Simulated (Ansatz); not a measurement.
One crystal and one scan (energy against volume) at two levels, r2SCAN (plane waves to 500 eV, PAW, scalar-relativistic; Ansatz, a quantum-chemistry and plane-wave program) and PBE (plane waves to 420 eV, PAW, scalar-relativistic; Ansatz), each from its own relaxed cell and on its own mesh. The cell shown is that of r2SCAN.

TiO2 (anatase)

```
TiO2
1.0
   -1.88893     1.88893     4.79189
    1.88893    -1.88893     4.79189
    1.88893     1.88893    -4.79189
Ti O
2 4
Direct
  0.50000   0.50000   0.00000
  0.25000   0.75000   0.50000
  0.29273   0.29273   0.00000
  0.04273   0.54273   0.50000
  0.45727   0.95727   0.50000
  0.70727   0.70727   0.00000
```

The volume is varied about the relaxed value V₀ at fixed cell shape. The atoms relax within the cell's symmetry.

E stands for the smeared free energy. TiO2 is run without spin polarisation. TiO2 was relaxed with its symmetry unable to fall. With the shape held, the modulus is that of even scaling; a crystal free to change shape is softer. Percentages come from the unrounded values. Both scans cover V/V₀ from 0.840 to 1.160.

Results of r2SCAN:

```
Property                                                                     Value
---------------------------------------------------------------------------  -----
Lattice constant a (Å)                                                       3.778
Lattice constant c (Å)                                                       9.584
Relaxed volume (Å³/atom)                                                     11.40
Band gap of the relaxed cell, no spin-orbit coupling (eV)                     2.53
Pressure at the smallest volume (GPa)                                         52.9
Energy cost of the largest compression (meV/atom)                            258.0
Energy cost of the largest expansion (meV/atom)                              143.4
Bulk modulus at fixed cell shape B₀ (third-order Birch-Murnaghan fit) (GPa)  206.4
Pressure for 5 % compression (fit) (GPa)                                      11.9
```

Estimate the PBE values.


```json
[
 {"quantity": "Lattice constant a (Å)", "PBE": "3.799", "r2SCAN − PBE": "-0.021 (-0.6 %)"},
 {"quantity": "Lattice constant c (Å)", "PBE": "9.701", "r2SCAN − PBE": "-0.117 (-1.2 %)"},
 {"quantity": "Relaxed volume (Å³/atom)", "PBE": "11.67", "r2SCAN − PBE": "-0.27 (-2.3 %)"},
 {"quantity": "Band gap of the relaxed cell, no spin-orbit coupling (eV)", "PBE": "2.13", "r2SCAN − PBE": "+0.40 (+19 %)"},
 {"quantity": "Pressure at the smallest volume (GPa)", "PBE": "48.2", "r2SCAN − PBE": "+4.7 (+9.7 %)"},
 {"quantity": "Energy cost of the largest compression (meV/atom)", "PBE": "240.3", "r2SCAN − PBE": "+17.7 (+7.4 %)"},
 {"quantity": "Energy cost of the largest expansion (meV/atom)", "PBE": "132.8", "r2SCAN − PBE": "+10.6 (+8.0 %)"},
 {"quantity": "Bulk modulus at fixed cell shape B₀ (third-order Birch-Murnaghan fit) (GPa)", "PBE": "187.2", "r2SCAN − PBE": "+19.2 (+10 %)"},
 {"quantity": "Pressure for 5 % compression (fit) (GPa)", "PBE": "10.8", "r2SCAN − PBE": "+1.1 (+10 %)"}
]
```

r2SCAN gives the higher value for: band gap of the relaxed cell, no spin-orbit coupling; pressure at the smallest volume; energy cost of the largest compression; energy cost of the largest expansion; bulk modulus at fixed cell shape B₀; pressure for 5 % compression. r2SCAN gives the lower value for: lattice constant a; lattice constant c; relaxed volume.

(A scan under strain: stresses follow from slopes of the energy per volume, elastic moduli from its curvatures.)
